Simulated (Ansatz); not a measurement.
MoP$_{2}$:
```
CELL_PARAMETERS angstrom
      1.56203    -5.56985     0.00000
      1.56203     5.56985     0.00000
      0.00000     0.00000     4.95365
ATOMIC_POSITIONS crystal
  Mo 0.90677 0.09323 0.49775
  Mo 0.09323 0.90677 0.99775
  P  0.56991 0.43009 0.37987
  P  0.43009 0.56991 0.87987
  P  0.29681 0.70319 0.19739
  P  0.70319 0.29681 0.69739
```

Relaxed with PBEsol. Special points in fractions of this cell's reciprocal vectors: Γ (0.000, 0.000, 0.000); Y (-0.500, 0.500, 0.000); C0 (-0.270, 0.730, 0.000); Σ0 (0.270, 0.270, 0.000); Z (0.000, 0.000, 0.500); A0 (0.270, 0.270, 0.500); E0 (-0.270, 0.730, 0.500); T (-0.500, 0.500, 0.500); S (0.000, 0.500, 0.000); R (0.000, 0.500, 0.500).

List the band energies nearest the Fermi level at these points for the program Ansatz at the PBEsol with spin–orbit coupling level (PAW).

In eV from the Fermi level; about four levels below and three above (degenerate sets whole), none deeper than 8.9 eV; points with the same levels are listed once.

| k | below | above |
|---|---|---|
| Γ | -1.17 -1.17 -0.81 -0.81 | 0.40 0.40 1.10 1.10 |
| Y | -0.57 -0.57 -0.24 -0.24 | 0.68 0.68 1.09 1.09 |
| C0 | -2.14 -2.13 -1.71 -1.65 | 0.09 0.10 1.56 |
| Z | -0.24 -0.24 -0.24 -0.24 | 1.05 1.05 1.05 1.05 |
| A0 | -1.13 -1.13 -1.11 -1.11 | 1.86 1.86 1.89 1.89 |
| T | -1.04 -1.04 -1.04 -1.04 | 1.21 1.21 1.21 1.21 |
| S | -2.35 -2.35 -1.38 -1.38 | 0.18 0.18 1.09 1.09 |
| R | -0.97 -0.97 -0.97 -0.97 | 1.31 1.31 1.34 1.34 |

Space group Cmc2_1. The workflow started from a Materials Project entry (that database holds measured and hypothetical structures alike); the Crystallography Open Database copy checked does not list it. Whether it is the stable phase at ambient conditions was not checked. The PBEsol relaxation kept the symmetry of its start; its stability against distortions is not shown here. No spin polarisation was allowed.

Potentials: the earlier of the program's two PAW sets. The files were generated under PBE; for other functionals the program regenerates the frozen cores, and for LDA and PBEsol the local potential too.
